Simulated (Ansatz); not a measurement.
## From three elastic constants to directional properties of Rb₃SI

Computed with Ansatz, DFT PBEsol, scalar-relativistic, plane waves, PAW. Settings: 420 eV plane-wave cutoff, Γ-centred 6×6×6 mesh, fixed occupations. No spin polarisation.

The cell is fixed (symmetry leaves no force on the atoms) and stands under 0.1 GPa:
```cif
data_structure
_symmetry_space_group_name_H-M 'Pm-3m'
_symmetry_Int_Tables_number 221
_cell_length_a 6.2107
_cell_length_b 6.2107
_cell_length_c 6.2107
_cell_angle_alpha 90.000
_cell_angle_beta 90.000
_cell_angle_gamma 90.000
_cell_volume 239.56
loop_
_atom_site_label
_atom_site_type_symbol
_atom_site_symmetry_multiplicity
_atom_site_Wyckoff_symbol
_atom_site_fract_x
_atom_site_fract_y
_atom_site_fract_z
_atom_site_occupancy
I1 I 1 a 0.00000 0.00000 0.00000 1
S1 S 1 b 0.50000 0.50000 0.50000 1
Rb1 Rb 3 c 0.50000 0.50000 0.00000 1
```

The cell is the ideal cubic antiperovskite prototype; whether it is the stable structure of this composition wasn't checked.

With ions relaxed, on the cubic axes: C11 = 32.1, C12 = 2.2, C44 = 3.1 GPa. The density is 2.879 g/cm³. Zone-centre modes weren't checked beside this run.

Question: Is the crystal stable against strain, and how anisotropic is it?

Answer: Born's conditions hold: C11 + 2C12 = 36.5, C11 − C12 = 29.9 and C44 = 3.1 GPa are all positive. B = (C11 + 2C12)/3 = 12.2 GPa. The two shear moduli are C44 and C′ = (C11 − C12)/2 = 15.0 GPa, so Zener's ratio is A = C44/C′ = 0.21: the shear C44 is the soft one, as in NaCl, KCl, the halide perovskites and the bcc metals V, Nb, Cr and Mo. The Cauchy pressure C12 − C44 is -0.9 GPa; it would vanish for pair forces between atoms on inversion centres at zero pressure, and a negative value is usual with directional bonding, though many-body forces give one in some ionic oxides too.

Question: Give the sound speeds along the three symmetry directions.

Answer: The Christoffel equation gives ρv² for each branch:
```tsv
direction	branch	ρv²	GPa	v (m/s)
[100]	L	C11	32.1	3340
[100]	T (×2)	C44	3.1	1039
[110]	L	(C11 + C12 + 2C44)/2	20.3	2653
[110]	T, u ∥ [001]	C44	3.1	1039
[110]	T, u ∥ [1-10]	(C11 − C12)/2	15.0	2279
[111]	L	(C11 + 2C12 + 4C44)/3	16.3	2380
[111]	T (×2)	(C11 − C12 + C44)/3	11.0	1956
```

Question: How does Young's modulus depend on direction?

Answer: Inverting gives S11 = 31.417, S12 = -2.006, S44 = 321.543 TPa⁻¹. Along a unit vector (l, m, n), 1/E = S11 − 2(S11 − S12 − S44/2)(l²m² + m²n² + n²l²), where the last bracket is 0, 1/4 and 1/3 for [100], [110] and [111]: E = 32, 11 and 9 GPa. With A < 1 the cube edge is stiffest. For a film on (001), the biaxial modulus is C11 + C12 − 2C12²/C11 = 34 GPa and the normal strain is −2C12/C11 = -0.14 times the in-plane one.